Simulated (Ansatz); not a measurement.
ZnAu (CsCl type)

```yaml
crystal:
  lattice:
    - [3.18677, 0.00000, 0.00000]
    - [0.00000, 3.18677, 0.00000]
    - [0.00000, 0.00000, 3.18677]
  atoms:
    - { symbol: Zn, position: [0.50000, 0.50000, 0.50000] }
    - { symbol: Au, position: [0.00000, 0.00000, 0.00000] }
```

The slice is a {100} plane (indices of the conventional cell) through the point (0.000, 0.000, 0.000) (fractional), spanned by u = [100] and v = [010] in vectors of this cell: u (3.19 Å) and v (3.19 Å, at 90° to u). It covers one period; positions are fractions (u, v).

Computed with PBE (plane waves to 420 eV, PAW, scalar-relativistic; Ansatz, an electronic-structure program). k mesh 15×15×15. Inside the PAW spheres the values are not all-electron values, and peaks at nuclei hang on which shells count as valence. Spin-orbit coupling is left out, though Au is heavy. ZnAu was relaxed with its symmetry unable to fall.

Task: Predict the map of the electron localisation function (ELF) on the slice.

Result: 
```
|xxxxx@@%#+=:..     ..:=+#%@@xxxx|
|xxxxx@%%*+-:..     ..:-+*%%@xxxx|
|xxxxx@%#*=-:..     ..:-=*#%@xxxx|
|xxxx@%#*+=-:..     ..:-=+*#%@xxx|
|x@@@%%#*=-::..     ..::-=*#%%@@@|
|@@%%##*+=-:...     ...:-=+*##%%@|
|%%%#**+=-::....   ....::-=+**#%%|
|##**+==-::.....   .....::-==+**#|
|+++==--:::.....   .....:::--==++|
|==---:::.......   .......:::---=|
|::::::........     ........:::::|
|.............       ............|
|............         ...........|
|       ....           ....      |
|                                |
|                                |
|                                |
|       ....           ....      |
|............         ...........|
|.............       ............|
|::::::........     ........:::::|
|==---:::.......   .......:::---=|
|+++==--:::.....   .....:::--==++|
|##**+==-::.....   .....::-==+**#|
|%%%#**+=-::....   ....::-=+**#%%|
|@@%%##*+=-:...     ...:-=+*##%%@|
|x@@@%%#*=-::..     ..::-=*#%%@@@|
|xxxx@%#*+=-:..     ..:-=+*#%@xxx|
|xxxxx@%#*=-:..     ..:-=*#%@xxxx|
|xxxxx@%%*+-:..     ..:-+*%%@xxxx|
|xxxxx@@%#+=:..     ..:=+#%@@xxxx|
|xxxxxx@%#+=:..     ..:=+#%@xxxxx|
```
Scale: ten equal steps from 0.18 (start of ' ') to 0.59 (end of '@'), in the order ' .:-=+*#%@'. Values: electron localisation function (ELF). The map has 32 points along u (one character each, u = 0 at the left) and 32 along v (v = 0 in the bottom row). Points within 0.5 Å of a nucleus are blanked (x), as the pseudised field means little there.
